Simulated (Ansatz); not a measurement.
Ge$_{2}$Mo (MoSi2 or CaC2 type, I4/mmm) under volume change, the program Ansatz at the LDA level (PAW), shape and atoms relaxed at each volume.

| V (Å³/atom) | E − E(relaxed) (meV/atom) | P (GPa) |
|---|---|---|
| 13.229 | 82.8 | 22.18 |
| 13.665 | 34.6 | 13.48 |
| 14.101 | 8.1 | 6.16 |
| 14.537 | 0.0 | 0.00 |
| 14.973 | 7.3 | -5.18 |
| 15.409 | 27.4 | -9.53 |
| 15.845 | 58.5 | -13.17 |

Problem. What does a third-order Birch–Murnaghan fit give for V₀, B₀ and B′?

Solution. V₀ = 14.54 Å³/atom, B₀ = 188 GPa, B′ = 4.8.

The first step of the workflow began from a Materials Project structure, measured or hypothetical; the Crystallography Open Database copy checked does not list it. COD files the formula under space group No. 62, so this cell is another polymorph or a model. Whether it is the stable phase at ambient conditions was not checked. The LDA relaxation kept the symmetry of its start; of distortions, only those at the zone centre were tested. No spin polarisation was allowed.

Potentials: the later of the program's two PAW sets.
